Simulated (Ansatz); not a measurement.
The elements of this relaxed trial crystal are hidden behind letters.

```
lattice vectors (Å)
  -2.4051    2.4051    4.7807
   2.4051   -2.4051    4.7807
   2.4051    2.4051   -4.7807
fractional positions
X 0.5000 0.5000 0.0000
Z 0.0000 0.0000 0.0000
Z 0.7500 0.2500 0.5000
Z 0.2500 0.7500 0.5000
Q 0.3573 0.3573 0.4455
Q 0.0882 0.6427 0.0000
Q 0.9118 0.9118 0.5545
Q 0.6427 0.0882 0.0000
```

Level of theory: DFT PBE, scalar-relativistic, plane waves, PAW in Ansatz 0.2.0. Plane waves to 420 eV, an 8×8×8 mesh through Γ for the 8-atom cell and 0.02 eV Gaussian smearing; no spin polarisation.

- Space group: I-42m (No. 121)
- Conventional cell: a = 4.810 Å, c = 9.561 Å
- Volume per atom: 13.83 Å³
- Density: 2.75 g/cm³
- Energy over the elements: −0.284 eV/atom
- Gap on the 8×8×8 mesh of the 8-atom cell: 0.92 eV

Energies are uncorrected and count from the elements' standard states at the same level.

Question: X is a p-block element of period 3, Z is a p-block element of period 2 and Q is a p-block element of period 3. Which elements are they?

Answer: X = Al, Z = B, Q = P, so the formula is AlB3P4. Density times volume gives a mean mass of 2.75 × 13.83/1.6605 = 22.9 u per atom, and this set has 22.9 u. Al has 4 P at 2.28 Å; B on a site of symmetry -42m has 4 P at 1.99 Å; P is surrounded by 3 B at 1.99–2.04 Å and 1 Al at 2.28 Å; 1 more site not described. Other sets within the hints have nearly the same mass, so mass alone doesn't settle it; this one was computed.

Kohn–Sham gaps at this level usually fall short of measured ones. A structure relaxed within its symmetry needn't be a true minimum.
